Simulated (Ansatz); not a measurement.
Given:

C:
```yaml
crystal:
  lattice:
    - [-1.32924, 2.77521, 2.32783]
    - [1.32924, -2.77521, 2.32783]
    - [1.32924, 2.77521, -2.32783]
  atoms:
    - { symbol: C, position: [0.66997, 0.32568, 0.99565] }
    - { symbol: C, position: [0.33003, 0.67432, 0.00435] }
    - { symbol: C, position: [0.83003, 0.82568, 0.65571] }
    - { symbol: C, position: [0.16997, 0.17432, 0.34429] }
    - { symbol: C, position: [0.75000, 0.75000, 0.00000] }
    - { symbol: C, position: [0.25000, 0.25000, 0.00000] }
```

This is the r²SCAN-relaxed structure. Tensor components refer to the Cartesian frame of this cell.

**Question.** All from the program Ansatz at the r²SCAN level (PAW), unless another level is named. Estimate the hole effective mass.

**Answer.** 0.41, 0.51, 0.98 mₑ (principal values).

**Question.** What about the HSE06 gap on the r²SCAN cell?

**Answer.** 3.96 eV.

**Question.** Predict the band gap.

**Answer.** 3.16 eV (smallest direct gap 3.18 eV).

**Question.** Next, the conduction-band minimum?

**Answer.** on the Γ–X line, 86 % of the way from Γ (k = 0.430, -0.430, 0.430) (2 equivalent valleys).

**Question.** Next, the valence-band maximum?

**Answer.** at X (k = 0.500, 0.500, 0.500).

Space group Ibam. The start of the workflow was typed in or built on a structure type; neither database checked (COD, Materials Project) lists it. It is not the phase usual at ambient conditions (space group No. 194, 227). The cell was relaxed with r²SCAN under the symmetry of its start; whether a distortion lowers the energy is not shown. The volume moved by 19 % from the start of the relaxation.

Potentials: the earlier of the program's two PAW sets.
